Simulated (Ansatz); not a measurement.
One crystal and one scan (frozen-phonon scan) at two levels, PBE (plane waves to 420 eV, PAW, scalar-relativistic; Ansatz, a first-principles code) and r2SCAN (plane waves to 500 eV, PAW, scalar-relativistic; Ansatz), each from its own relaxed cell and on its own mesh. The cell shown is that of PBE.

Starting cell, SrO (rock salt):

```yaml
crystal:
  lattice:
    - [0.00000, 5.19500, 5.19500]
    - [2.59750, 0.00000, 2.59750]
    - [2.59750, 2.59750, 0.00000]
  atoms:
    - { symbol: O, position: [0.00000, 0.00000, 0.00000] }
    - { symbol: O, position: [0.50000, 0.00000, 0.00000] }
    - { symbol: Sr, position: [0.25000, 0.50000, 0.50000] }
    - { symbol: Sr, position: [0.75000, 0.50000, 0.50000] }
```

The atoms are displaced by Q × the pattern below (from a DFPT mode at L = (0.5, 0.0, 0.0), largest move 1; Q in Å), at fixed cell. (q is in reciprocal vectors of the primitive cell; the cell shown is doubled to hold the pattern.)

```csv
atom,x,y,z
Sr3,-0.577,0.577,0.577
Sr4,0.577,-0.577,-0.577
```

Atoms not listed stay in place.

SrO was relaxed with its symmetry unable to fall. Percentages come from the unrounded values.

Results of PBE:

Lattice constant a (Å): 5.195
Band gap of the relaxed cell, no spin-orbit coupling (eV): 3.33
Harmonic wavenumber from the curvature (finite differences) (cm⁻¹ (negative: imaginary)): 223
Shape of the curve: a single well with its minimum at or next to zero displacement

Estimate the r2SCAN values.


| quantity | r2SCAN | PBE − r2SCAN |
|---|---|---|
| Lattice constant a (Å) | 5.160 | +0.035 (+0.7 %) |
| Band gap of the relaxed cell, no spin-orbit coupling (eV) | 3.80 | -0.47 (-12 %) |
| Harmonic wavenumber from the curvature (finite differences) (cm⁻¹ (negative: imaginary)) | 230 | -7 (-3 %) |

PBE gives the higher value for: lattice constant a. PBE gives the lower value for: band gap of the relaxed cell, no spin-orbit coupling; harmonic wavenumber from the curvature. Both give the same shape of the curve: a single well with its minimum at or next to zero displacement. Neither level is exact: the differences show how much the result hangs on the functional.

(For displaced atoms, the force is minus the slope of the energy, and its curvature is a force constant, which sets phonon frequencies.)
